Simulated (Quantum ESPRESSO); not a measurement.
## Si7Al (input and log of a self-consistent run)

A calculation, not a measurement. The program is pw.x of Quantum ESPRESSO 7.5 (plane-wave density functional theory). The cell is made up: 8 atoms on a zincblende/diamond lattice, with randomly drawn elements, strain and displacements, not relaxed. PseudoDojo standard norm-conserving files (v0.5 for PBE, v0.4.1 for LDA and PBEsol) set the functional; there is no spin polarisation, spin-orbit coupling or dispersion term, and the masses in the input are unused placeholders. A spin-polarised start on this cell or one of its family kept no moment.

Input:

```
&control calculation='scf', pseudo_dir='./dojo.nc.sr.pbe.v0_5.standard.upf', outdir='./o', disk_io='medium', tprnfor=.true., tstress=.true. /
&system ibrav=0, nat=8, ntyp=2, nbnd=26, ecutwfc=39.98326253, nosym=.true., tot_charge=0,
 occupations='smearing', smearing='fd', degauss=0.0073498644
/
&electrons conv_thr=7.350e-09, electron_maxstep=60, /
ATOMIC_SPECIES
Al 1.0 Al.upf
Si 1.0 Si.upf
CELL_PARAMETERS angstrom
5.4759 0.0085 -0.03
0.0085 5.3675 -0.0808
-0.03 -0.0808 5.5047
ATOMIC_POSITIONS angstrom
Si 0.011 0.0263 0.0292
Si 0.0068 2.6241 2.7106
Al 2.7459 -0.0713 2.6972
Si 2.7112 2.683 -0.1096
Si 1.3608 1.3588 1.3619
Si 1.3326 3.9511 4.029
Si 4.0514 1.2952 4.0619
Si 4.1135 4.0096 1.3178
K_POINTS automatic
6 6 6 1 1 1
```

The log is shortened where brackets say so; the opening notice, blank lines, dates and the lines on written files are dropped, and the path of the files is cut. It prints rydbergs, bohrs and kilobars, and counts compression as positive stress.

```
     Program PWSCF v.7.5
     Parallel version (MPI & OpenMP), running on       1 processor cores
     Number of MPI processes:                 1
     Threads/MPI process:                     1
     [start-up lines left out]
     bravais-lattice index     =            0
     lattice parameter (alat)  =      10.3481  a.u.
     unit-cell volume          =    1091.5608 (a.u.)^3
     number of atoms/cell      =            8
     number of atomic types    =            2
     number of electrons       =        31.00
     number of Kohn-Sham states=           26
     kinetic-energy cutoff     =      39.9833  Ry
     charge density cutoff     =     159.9331  Ry
     scf convergence threshold =      7.3E-09
     mixing beta               =       0.7000
     number of iterations used =            8  plain     mixing
     Exchange-correlation= PBE
                           (   1   4   3   4   0   0   0)
     [axes and pseudopotential details left out]
   Cartesian axes
     site n.     atom                  positions (alat units)
         1        Si     tau(   1) = (   0.0020088   0.0048028   0.0053324  )
         2        Si     tau(   2) = (   0.0012418   0.4792011   0.4949974  )
         3        Al     tau(   3) = (   0.5014437  -0.0130205   0.4925503  )
         4        Si     tau(   4) = (   0.4951069   0.4899572  -0.0200147  )
         5        Si     tau(   5) = (   0.2485031   0.2481378   0.2487039  )
         6        Si     tau(   6) = (   0.2433533   0.7215318   0.7357575  )
         7        Si     tau(   7) = (   0.7398481   0.2365235   0.7417656  )
         8        Si     tau(   8) = (   0.7511885   0.7322148   0.2406506  )
     number of k points=   108  Fermi-Dirac smearing, width (Ry)=  0.0073
     Number of k-points >= 100: set verbosity='high' to print them.
     Dense  grid:    37295 G-vectors     FFT dimensions: (  45,  45,  45)
     Estimated max dynamical RAM per process >      44.60 MB
     Initial potential from superposition of free atoms
     starting charge      30.9933, renormalised to      31.0000
     Starting wfcs are   32 randomized atomic wfcs
     total cpu time spent up to now is        8.6 secs
     per-process dynamical memory:    41.2 Mb
     Self-consistent Calculation
     iteration #  1     ecut=    39.98 Ry     beta= 0.70
     Davidson diagonalization with overlap
     ethr =  1.00E-02,  avg # of iterations =  4.9
     Threshold (ethr) on eigenvalues was too large:
     Diagonalizing with lowered threshold
     Davidson diagonalization with overlap
     ethr =  5.78E-04,  avg # of iterations =  3.6
     total cpu time spent up to now is       57.3 secs
     total energy              =     -63.76320815 Ry
     estimated scf accuracy    <       0.19513299 Ry
     iteration #  2     ecut=    39.98 Ry     beta= 0.70
     Davidson diagonalization with overlap
     ethr =  6.29E-04,  avg # of iterations =  1.2
     total cpu time spent up to now is       76.3 secs
     total energy              =     -63.77212694 Ry
     estimated scf accuracy    <       0.01439687 Ry
     iteration #  3     ecut=    39.98 Ry     beta= 0.70
     Davidson diagonalization with overlap
     c_bands:  1 eigenvalues not converged
     c_bands:  1 eigenvalues not converged
     c_bands:  1 eigenvalues not converged
     ethr =  4.64E-05,  avg # of iterations =  9.7
     total cpu time spent up to now is      109.3 secs
     total energy              =     -63.77368012 Ry
     estimated scf accuracy    <       0.00976159 Ry
     iteration #  4     ecut=    39.98 Ry     beta= 0.70
     Davidson diagonalization with overlap
     ethr =  3.15E-05,  avg # of iterations =  2.4
     total cpu time spent up to now is      130.6 secs
     total energy              =     -63.77596728 Ry
     estimated scf accuracy    <       0.00034744 Ry
     iteration #  5     ecut=    39.98 Ry     beta= 0.70
     Davidson diagonalization with overlap
     c_bands:  1 eigenvalues not converged
     c_bands:  1 eigenvalues not converged
     c_bands:  1 eigenvalues not converged
     c_bands:  1 eigenvalues not converged
     c_bands:  1 eigenvalues not converged
     c_bands:  1 eigenvalues not converged
     ethr =  1.12E-06,  avg # of iterations =  9.2
     total cpu time spent up to now is      159.0 secs
     total energy              =     -63.77604412 Ry
     estimated scf accuracy    <       0.00007046 Ry
     iteration #  6     ecut=    39.98 Ry     beta= 0.70
     Davidson diagonalization with overlap
     ethr =  2.27E-07,  avg # of iterations =  2.1
     total cpu time spent up to now is      184.6 secs
     total energy              =     -63.77606074 Ry
     estimated scf accuracy    <       0.00000278 Ry
     iteration #  7     ecut=    39.98 Ry     beta= 0.70
     Davidson diagonalization with overlap
     ethr =  8.97E-09,  avg # of iterations =  2.1
     total cpu time spent up to now is      211.3 secs
     total energy              =     -63.77606157 Ry
     estimated scf accuracy    <       0.00000023 Ry
     iteration #  8     ecut=    39.98 Ry     beta= 0.70
     Davidson diagonalization with overlap
     ethr =  7.49E-10,  avg # of iterations =  3.1
     total cpu time spent up to now is      233.8 secs
     total energy              =     -63.77606166 Ry
     estimated scf accuracy    <       0.00000008 Ry
     iteration #  9     ecut=    39.98 Ry     beta= 0.70
     Davidson diagonalization with overlap
     ethr =  2.65E-10,  avg # of iterations =  2.0
     total cpu time spent up to now is      254.2 secs
     End of self-consistent calculation
     Number of k-points >= 100: set verbosity='high' to print the bands.
     the Fermi energy is     5.5728 ev
!    total energy              =     -63.77606168 Ry
     estimated scf accuracy    <          3.5E-09 Ry
     smearing contrib. (-TS)   =      -0.00722040 Ry
     internal energy E=F+TS    =     -63.76884127 Ry
     The total energy is F=E-TS. E is the sum of the following terms:
     one-electron contribution =      18.86891731 Ry
     hartree contribution      =       4.14183219 Ry
     xc contribution           =     -23.74651146 Ry
     ewald contribution        =     -63.03307931 Ry
     convergence has been achieved in   9 iterations
     Forces acting on atoms (cartesian axes, Ry/au):
     atom    1 type  2   force =    -0.01872621   -0.01347888   -0.01555187
     atom    2 type  2   force =    -0.03246573    0.00041707    0.00253091
     atom    3 type  1   force =    -0.03994315    0.00790379    0.01407621
     atom    4 type  2   force =    -0.00124194    0.00832633    0.02331562
     atom    5 type  2   force =     0.01230727    0.00410865   -0.02552215
     atom    6 type  2   force =    -0.00241518    0.01506846    0.02769770
     atom    7 type  2   force =     0.04465412    0.00815922    0.02372485
     atom    8 type  2   force =     0.03783082   -0.03050463   -0.05027127
     Total force =     0.116780     Total SCF correction =     0.000062
     Computing stress (Cartesian axis) and pressure
          total   stress  (Ry/bohr**3)                   (kbar)     P=       44.22
   0.00029321  -0.00006794   0.00001268           43.13       -9.99        1.87
  -0.00006794   0.00036306   0.00025667           -9.99       53.41       37.76
   0.00001268   0.00025667   0.00024551            1.87       37.76       36.12
     init_run     :      6.72s CPU      8.57s WALL (       1 calls)
     electrons    :    230.53s CPU    245.57s WALL (       1 calls)
     forces       :      3.13s CPU      3.17s WALL (       1 calls)
     stress       :     14.14s CPU     14.22s WALL (       1 calls)
     [timing details left out]
     PWSCF        :   4m14.68s CPU   4m31.86s WALL
     JOB DONE.
```

In other units: free energy -867.718 eV for the cell, pressure 4.42 GPa, largest force component 1.293 eV/Å. A rerun of a related cell, with the same atoms placed differently, at 778 eV and a 8 x 8 x 8 mesh moved values by no more than 0.012 eV in energy, 0.08 GPa in stress and 0.015 eV/Å in force.